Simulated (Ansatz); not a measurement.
Computed with Ansatz 0.2.0, DFT PBE, scalar-relativistic, plane waves, PAW. The final run on the 8-atom cell used 420 eV, a Γ-centred 8×4×6 mesh, 0.02 eV smearing and no spin polarisation.

Formation energies are uncorrected and refer to the elements' standard structures at the same level.

**Question.** Suggest a trial structure for an orthorhombic semiconductor with formula Zn4Se3S, with a gap near 1.3 eV, a formation energy near −0.73 eV/atom and about 23 Å³ per atom, in a cell of 8 atoms.

**Answer.** Zn4Se3S, space group Pmm2 (No. 25). Around Zn on a site of symmetry m lie 1 S at 2.37 Å and 3 Se at 2.47–2.49 Å; around Zn on a site of symmetry mm2 lie 2 S at 2.39 Å and 2 Se at 2.48 Å; around Se on a site of symmetry m lie 4 Zn at 2.47–2.48 Å; around S lie 4 Zn at 2.37–2.39 Å; 2 more sites not described.

```cif
data_structure
_symmetry_space_group_name_H-M 'Pmm2'
_symmetry_Int_Tables_number 25
_cell_length_a 4.0015
_cell_length_b 8.0089
_cell_length_c 5.6569
_cell_angle_alpha 90.000
_cell_angle_beta 90.000
_cell_angle_gamma 90.000
_cell_volume 181.29
loop_
_atom_site_label
_atom_site_type_symbol
_atom_site_symmetry_multiplicity
_atom_site_Wyckoff_symbol
_atom_site_fract_x
_atom_site_fract_y
_atom_site_fract_z
_atom_site_occupancy
Zn1 Zn 2 g 0.00000 0.74071 0.99347 1
Zn2 Zn 1 d 0.50000 0.50000 0.51769 1
Zn3 Zn 1 c 0.50000 0.00000 0.49475 1
Se1 Se 2 h 0.50000 0.74483 0.25012 1
Se2 Se 1 a 0.00000 0.00000 0.75089 1
S1 S 1 b 0.00000 0.50000 0.74947 1
```

* Volume per atom: 22.66 Å³
* Density: 4.86 g/cm³
* Formation energy: −0.735 eV/atom
* Gap on the 8×4×6 mesh of the 8-atom cell: 1.28 eV

The cell was found from a structure generator's guess, not taken from experiment. The answer needn't be unique; the calculation gave this one.

Kohn–Sham gaps at this level usually fall short of measured ones. The reference forms of S and Se are held partly by dispersion forces, which this level lacks. A later test with randomly moved atoms came back to the same energy, though modes that don't fit the test's cell weren't probed.
